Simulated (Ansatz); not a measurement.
CsGeBr3:
```cif
data_Br9Cs3Ge3
_chemical_formula_sum 'Cs3 Ge3 Br9'
_space_group_name_H-M_alt 'R3m :H'
_space_group_IT_number 160
_space_group_name_Hall 'R 3 -2"'
_cell_length_a 7.93015
_cell_length_b 7.93015
_cell_length_c 10.05669
_cell_angle_alpha 90.000
_cell_angle_beta 90.000
_cell_angle_gamma 120.000
loop_
_atom_site_label
_atom_site_type_symbol
_atom_site_symmetry_multiplicity
_atom_site_Wyckoff_symbol
_atom_site_fract_x
_atom_site_fract_y
_atom_site_fract_z
_atom_site_occupancy
Cs1 Cs 3 a 0.00000 0.00000 0.00147 1
Ge1 Ge 3 a 0.00000 0.00000 0.47674 1
Br1 Br 9 b 0.01601 0.50801 0.01325 1
```
(The calculation used a cell of 5 atoms; values per cell refer to that cell.)

Relaxed at zero pressure with the program Ansatz at the r²SCAN level (PAW).

Question: The volume is raised by 9 % and shape and atoms relax at that volume. What pressure results, and how do the axes share the change?

Answer: -0.7 GPa; a 2.4 %, b 2.4 %, c 3.9 %; the energy rises by 8 meV/atom.

Question: Give the new structure.

Answer: 
Space group R3m, hexagonal axes (No. 160); a = b = 8.1231 Å, c = 10.4472 Å, α = β = 90.00°, γ = 120.00°

```csv
atom,site,symmetry,x,y,z
Cs,3a,3m,0.0000,0.0000,0.0009
Ge,3a,3m,0.0000,0.0000,0.4718
Br,9b,.m,0.0237,0.5119,0.0151
```

The phase is kept; no other phase was compared at this pressure.

The first step of the workflow began from a Materials Project structure, measured or hypothetical; the Crystallography Open Database copy checked does not list it. Whether it is the stable phase at ambient conditions was not checked. The cell was relaxed with r²SCAN under the symmetry of its start; its stability against distortions is not shown here. Spin–orbit coupling is left out wherever it is not named.

Potentials: the later of the program's two PAW sets.
